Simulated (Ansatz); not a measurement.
Here is the system:

BP:
Space group Fm-3m (No. 225); a = 4.2886 Å, b = 4.2886 Å, c = 4.2886 Å, α = 90.00°, β = 90.00°, γ = 90.00°

```tsv
atom	site	symmetry	x	y	z
P	4a	m-3m	0.0000	0.0000	0.0000
B	4b	m-3m	0.5000	0.5000	0.5000
```
(The calculation used a cell of 2 atoms; values per cell refer to that cell.)

This is the PBEsol-relaxed structure.

Q: All from DFT-PBEsol in the program Ansatz with PAW potentials, unless another level is named. Give the electronic character.

A: metallic (no gap).

Q: What about the formation energy from the elements (no fitted shifts)?

A: 0.54 eV/atom.

Q: What about the density of states at the Fermi level?

A: 0.35 states/eV per atom (mean over ±0.08 eV).

The start of the workflow was typed in or built on a structure type; neither database checked (COD, Materials Project) lists it. It is not the phase usual at ambient conditions (space group No. 216). The PBEsol relaxation kept the symmetry of its start; of distortions, only those at the zone centre were tested. Its formation energy is positive at this level, so the cell may be metastable or incomplete. The references are the lowest solids computed at this level, not always the standard phases.

Potentials: the later of the program's two PAW sets.
